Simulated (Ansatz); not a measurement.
The relaxed structure here is a generated cell of ZnS: the first start was made by placing the elements on the sites of a structure type, and the end was not matched to a known phase here, so it may be hypothetical. Known forms of ZnS include space group No. 186, 216.

The end point of a relaxation of ZnS. Space group P6₃/mmc (No. 194), NiAs type. Computed with PBEsol (plane waves to 420 eV, PAW, scalar-relativistic; Ansatz, a program for electronic structure).

```xyz
4
Lattice="3.5647 0.0000 0.0000 -1.7824 3.0871 0.0000 0.0000 0.0000 5.8166" Properties=species:S:1:pos:R:3 pbc="T T T"
Zn     0.0000     0.0000     2.9083
Zn     0.0000     0.0000     0.0000
S      0.0000     2.0581     4.3625
S      1.7824     1.0290     1.4542
```

For ZnS, the volume per atom comes out as 16.00 Å³ and the band gap comes out as 0.27 eV, indirect (valence top at 38 % of the way from Γ to M, conduction bottom at K) (no spin-orbit coupling). The smallest direct gap is 1.76 eV at Γ, the shortest distances is S–Zn 2.52 Å; Zn–Zn 2.91 Å; S–S 3.56 Å and the k-mesh comes out as 11×11×6.

Band energies at high-symmetry points (eV from the VBM; labels of this space group; no spin-orbit coupling), from −5 eV up to 1.7 eV:

```tsv
point	energies
Γ	-0.78 -0.78 -0.63 -0.11 -0.11 1.65
M	-4.94 -4.81 -3.97 -2.71 -2.14 -0.10
K	-3.89 -2.88 -2.88 -2.60 -2.60 0.27
A	-3.90 -3.90 -0.39 -0.39 -0.39 -0.39
L	-1.60 -1.60 -1.59 -1.59
H	-4.32 -4.32 -0.40 -0.40
```

No spin polarisation in the result.

The run could not lose the symmetry of its start; a randomly shaken copy of 8 atoms returns to this structure.
